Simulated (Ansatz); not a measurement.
Notes on a calculation: LaS in the rocksalt structure

**What was measured.** A cell as deposited of cubic LaS (space group Fm-3m), temperature not stated, from the Crystallography Open Database (1970), has a = 5.854 Å and 25.08 Å³/atom.

Computed with Ansatz (plane waves, PAW, 420 eV cutoff): PBEsol, scalar-relativistic, no spin polarisation, Γ-centred 10×10×10 mesh, 0.05 eV Gaussian smearing. The datasets are Ansatz's generated set soft_2.

The start was a prototype's sites filled with these elements; the Crystallography Open Database holds the compound in this structure.

The start, 0 % over the database's volume:

```xyz
2
Lattice="0.0000 2.9307 2.9307 2.9307 0.0000 2.9307 2.9307 2.9307 0.0000" Properties=species:S:1:pos:R:3 pbc="T T T"
La    2.9307    2.9307    2.9307
S     0.0000    0.0000    0.0000
```

The first steps of the search for zero pressure:

| run | level | k-mesh | kind | V (Å³/atom) | P (GPa) | gap on the mesh (eV) |
| --- | --- | --- | --- | --- | --- | --- |
| 1 | PBEsol | 10×10×10 | fixed cell | 25.17 | -2.4 | metal |

**Question.** At which volume does PBEsol reach zero pressure?

**Answer.** 24.46 Å³/atom, about 2.8 % under the start.

The steps that followed:

| run | level | k-mesh | kind | V (Å³/atom) | P (GPa) | E − E(final) (meV/atom) | gap on the mesh (eV) |
| --- | --- | --- | --- | --- | --- | --- | --- |
| 2 | PBEsol | 10×10×10 | fixed cell | 24.77 | -1.1 | 1.1 | metal |
| 3 | PBEsol | 10×10×10 | fixed cell | 24.46 | 0.0 | 0.0 | metal |

The cell is relaxed to zero pressure at this level.

The final structure (symmetry read at 0.01 Å). It takes space group Fm-3m (No. 225, cubic). Conventional cell: a = 5.805 Å, b = 5.805 Å, c = 5.805 Å, α = 90.00°, β = 90.00°, γ = 90.00°. La (site symmetry m-3m) is surrounded by 6 S at 2.90 Å. Around S (site symmetry m-3m) lie 6 La at 2.90 Å. (Shells end 15 % past the nearest neighbour.)

- At the final geometry the gap, band path included, is zero (metallic).
- The equation of state gives B0 = 90 GPa and B0′ = 4.5.
- Against the elements' standard states, run alike and uncorrected, the formation energy is -2.24 eV/atom.

**Why it comes out so.**

The calculation's cell holds 17 valence electrons, an odd number. Without magnetic order each band takes two, so one stays part-filled and the crystal must be a metal. (Only strong correlation, outside this picture, could make a Mott insulator of it.) A formal count (La³⁺, S²⁻) leaves 1 electron a formula unit beyond the anions' closed shells. It goes into the bands above the anion p states, which fits the metal found.

**Against experiment.** PBEsol gives 5.805 Å and 24.46 Å³/atom, −2.5 % in volume (−0.8 % in length) from the database's cell. PBEsol was built to cure PBE's overestimate of volumes, and the static lattice lacks thermal expansion. The database's entry may also be off.

For elements this heavy, spin–orbit coupling would shift levels and gaps; it isn't included here. Spin polarisation wasn't tried.
